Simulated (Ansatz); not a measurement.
An element in the sc structure gives these cold pressures by all-electron LAPW under LDA (Ansatz 0.2.0, scalar-relativistic, no spin polarisation).

```
V (Å³/atom)  P (GPa)
      17.48    -0.03
      16.09     23.2
      14.69     58.2
      13.29    111.8
      11.89    196.9
      10.49    338.7
       9.09    591.2
       7.87    986.3
```

Question: Which element is it?

Answer: W. Its zero-pressure volume in this structure is near 17.5 Å³/atom; the volume and the steepness of P(V) together point to it, though neighbours can come close. Other candidates weren't computed, and some may come near.
